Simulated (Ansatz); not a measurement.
# Field gradients of MgV2C4O12 from run to run

Cell of run 1: a computed structure from the Materials Project (it need not be an observed phase), taken as it stands.

```
Mg V C O
1.0
     4.40498   -4.32004    0.00000
     4.40498    4.32004    0.00000
    -2.00115    0.00000    5.52147
Mg V C O
1 2 4 12
Cartesian
  4.4050 -0.8307 0.0000
  3.4044 -2.6316 2.7607
  4.4050 2.6328 0.0000
  0.9600 -0.8143 2.6783
  -0.0553 0.8152 5.3171
  5.8488 -0.8143 2.8432
  6.8641 0.8152 0.2044
  3.1259 -2.4913 0.7143
  -0.5211 -0.3617 5.3228
  0.4792 0.3665 2.7297
  2.0191 -1.1106 3.4126
  3.6829 -2.4913 4.8072
  3.1530 0.9754 0.2454
  4.7897 -1.1106 2.1088
  1.9371 2.5881 3.5933
  3.6558 0.9754 5.2761
  7.3299 -0.3617 0.1986
  6.3296 0.3665 2.7918
  4.8717 2.5881 1.9282
```

Atoms are numbered from 1 in the order listed; like atoms form one site, named after its first atom.

All runs are DFT with Ansatz 0.2.0 (plane waves and PAW, scalar-relativistic unless spin–orbit coupling is named, Γ-centred meshes, Fermi–Dirac smearing where given) in this cell. Start moments of run 1 as typed (μB): 2 on each V, none on the rest. Antiparallel start moments (μB): 0 -2 2 0 0 0 0 0 0 0 0 0 0 0 0 0 0 0 0 by atom.

Run 1: PBE, parallel start moments, atoms as given; 420 eV, 6×6×6 k-points, smearing 0.05 eV.
Run 2: r2SCAN, parallel start moments, atoms as given; 500 eV, 6×6×6 k-points, smearing 0.05 eV.
Run 3: PBE+U, antiparallel start moments, atoms as given; 420 eV, 6×6×6 k-points, smearing 0.05 eV (U = 3.1 eV on V d).

| run | V2 V_zz (η) | V3 V_zz (η) | C4 V_zz (η) | O15 V_zz (η) | absolute moment (μB) |
| --- | --- | --- | --- | --- | --- |
| 1 | 5.69 (0.60) | -5.76 (0.50) | 2.01 (0.16) | 11.85 (0.90) | 4.3 |
| 2 | 6.89 (0.50) | -6.89 (0.60) | 2.65 (0.17) | 12.53 (0.94) | 4.3 |
| 3 | ? | ? | ? | ? | ? |

V_zz in 10²¹ V/m²; 4 of the 11 sets of like atoms are followed.

Task: Estimate the row of run 3.

Result: V2: 7.79 (0.44); V3: -7.18 (0.79); C4: 2.16 (0.20); O15: 12.28 (0.95); absolute moment (μB): 4.3. It lies nearest to run 2, from whose tensors on these sites it differs by 1.26 at most (largest principal value of the difference, on V3).

Semilocal functionals can leave a metal where correlation in the d or f shell opens a gap in the real compound, and that would change the values at and beside V. The magnetic order is the one that the run reached from its start moments, not necessarily the measured one. For runs 1, 2: All moments are parallel here, as the start or the cell imposes; many such compounds order antiparallel, where fields and spin densities carried over to other atoms largely cancel. In run 2 the program didn't check the stability of the electronic state in full, so a lower one may lie near. In run 1 there is no gap above 0.1 eV, so the gradients can move by 10 % or more with the k-mesh. In runs 1, 2 the atoms aren't at the calculated equilibrium (largest force 0.53, 0.55 eV/Å). The cell isn't the equilibrium one in run 2 (calculated pressure -7 GPa), and the entry's cell may itself be off.
